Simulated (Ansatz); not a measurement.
Rocksalt NaF, relaxed with r2SCAN: 5 runs in the PAW code Ansatz, each a calculation of independent-particle optics. It is cubic, Fm-3m (No. 225); a = 4.594 Å in the conventional setting, 12.12 Å³ an atom. Na is surrounded by 6 F at 2.30 Å; F is surrounded by 6 Na at 2.30 Å. (Simulation; spin polarisation is off.)

```
CELL_PARAMETERS angstrom
0.00000 2.29717 2.29717
2.29717 0.00000 2.29717
2.29717 2.29717 0.00000
ATOMIC_POSITIONS crystal
Na 0.00000 0.00000 0.00000
F 0.50000 0.50000 0.50000
```

On meshes this coarse, single peaks can be features of the mesh. No local fields, no excitons; the zone sum runs over the cells of the mesh, and ε∞ includes the bands left out of the spectrum. Up to four peaks are listed, those above 15 % of the tallest and inside the complete range; the four can differ from row to row. Rows marked drawn have settings drawn at random (some not listed).

| functional | k mesh | broadening (eV) | scissors (eV) | range (eV) | settings | direct gap on the mesh before scissors (eV) | ε∞ xx | ε∞ yy | ε∞ zz | complete up to (eV) | tallest peaks of mean ε₂ (eV) |
| --- | --- | --- | --- | --- | --- | --- | --- | --- | --- | --- | --- |
| PBE | 8×8×8 | 0.1 | 0.00 | 0–23 | chosen | 6.46 | 1.92 | 1.92 | 1.92 | 23.0 | 11.30 13.95 19.40 20.60 |
| r2SCAN | 8×8×8 | 0.1 | 0.00 | 0–23 | chosen | 7.28 | 1.83 | 1.83 | 1.83 | 23.0 | 12.15 14.80 20.55 21.95 |
| PBE | 8×8×8 | 0.1 | 2.18 (to HSE06) | 0–23 | chosen | 6.46 | 1.80 | 1.80 | 1.80 | 23.0 | 13.45 16.15 21.60 22.80 |
| PBE | 6×6×6 | 0.03 | 2.50 | 0–15 | drawn | 6.46 | 1.79 | 1.79 | 1.79 | 15.0 | 13.80 |
| PBEsol | 6×6×6 | 0.05 | 1.50 | 0.5–10 | drawn | 6.32 | 1.86 | 1.86 | 1.86 | 10.0 | none |
